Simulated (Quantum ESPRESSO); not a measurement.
**Band energies of PbSnS₂**

```
CELL_PARAMETERS angstrom
      2.09644     1.21038     6.85332
     -2.09644     1.21038     6.85332
      0.00000    -2.42075     6.85332
ATOMIC_POSITIONS crystal
  S  0.24721 0.24721 0.24721
  S  0.75279 0.75279 0.75279
  Sn 0.50000 0.50000 0.50000
  Pb 0.00000 0.00000 0.00000
```

PBEsol (pw.x of Quantum ESPRESSO, ONCV potentials, with spin-orbit coupling); path ΓLB1,BZΓX,QFP1Z,LP; energies in eV from the valence-band maximum.

| k (1/Å) | point | band 40 | band 41 | band 42 | band 43 | band 44 | band 45 | band 46 | band 47 |
|---|---|---|---|---|---|---|---|---|---|
| 0.00 | Γ | 0.00 | 0.28 | 0.28 | 1.40 | 1.40 | 2.09 | 2.09 | 3.78 |
| 0.44 |  | -0.83 | 1.46 | 1.46 | 2.01 | 2.01 | 2.79 | 2.79 | 3.60 |
| 0.88 | L | -1.92 | 2.30 | 2.30 | 2.66 | 2.66 | 3.48 | 3.48 | 3.57 |
| 1.33 |  | -0.89 | 1.48 | 1.48 | 1.98 | 1.98 | 3.52 | 3.52 | 3.73 |
| 1.44 | B1 | -1.32 | 1.86 | 1.86 | 2.37 | 2.37 | 3.44 | 3.44 | 3.58 |
| 1.44 | B | -1.32 | 1.86 | 1.86 | 2.37 | 2.37 | 3.44 | 3.44 | 3.58 |
| 1.67 |  | -1.77 | 2.25 | 2.25 | 2.72 | 2.72 | 3.41 | 3.41 | 3.71 |
| 2.26 |  | -0.82 | 1.41 | 1.41 | 1.80 | 1.80 | 2.67 | 2.67 | 2.92 |
| 2.38 | Z | -1.07 | 1.75 | 1.75 | 1.92 | 1.92 | 2.69 | 2.69 | 3.01 |
| 2.72 |  | -0.19 | 0.50 | 0.50 | 1.49 | 1.49 | 2.17 | 2.17 | 3.59 |
| 2.84 | Γ | 0.00 | 0.28 | 0.28 | 1.40 | 1.40 | 2.09 | 2.09 | 3.78 |
| 3.14 |  | -0.77 | 1.03 | 1.03 | 2.44 | 2.44 | 2.83 | 2.83 | 3.41 |
| 3.56 |  | -0.39 | 0.91 | 0.91 | 1.85 | 1.85 | 2.27 | 2.27 | 4.02 |
| 3.87 | X | -0.88 | 1.41 | 1.41 | 2.55 | 2.55 | 3.37 | 3.37 | 3.72 |
| 3.87 | Q | -0.88 | 1.41 | 1.41 | 2.55 | 2.55 | 3.37 | 3.37 | 3.72 |
| 3.98 |  | -0.83 | 1.15 | 1.15 | 2.87 | 2.87 | 3.23 | 3.23 | 3.82 |
| 4.33 | F | -0.02 | 0.30 | 0.30 | 1.42 | 1.42 | 2.12 | 2.12 | 3.53 |
| 4.33 | P1 | -0.42 | 0.57 | 0.57 | 1.87 | 1.87 | 2.69 | 2.69 | 3.62 |
| 4.69 |  | -0.31 | 0.81 | 0.81 | 2.09 | 2.09 | 2.77 | 2.77 | 3.79 |
| 5.06 |  | -0.90 | 1.52 | 1.52 | 1.86 | 1.86 | 2.65 | 2.65 | 2.93 |
| 5.15 | Z | -1.07 | 1.75 | 1.75 | 1.92 | 1.92 | 2.69 | 2.69 | 3.01 |
| 5.15 | L | -1.92 | 2.30 | 2.30 | 2.66 | 2.66 | 3.48 | 3.48 | 3.57 |
| 5.46 | P | -0.42 | 0.57 | 0.57 | 1.87 | 1.87 | 2.69 | 2.69 | 3.62 |

The PBEsol gap is direct, 0.28 eV at Γ. Another conduction extremum on the path lies within 0.02 eV, too close to call.

So small a PBEsol gap in heavy elements may be inverted, where one-shot corrections to single bands mislead.

Geometry of the Materials Project entry, not relaxed at this level.

The structure is a Materials Project entry; no match was found in the copy of COD used, and its stability was not checked.
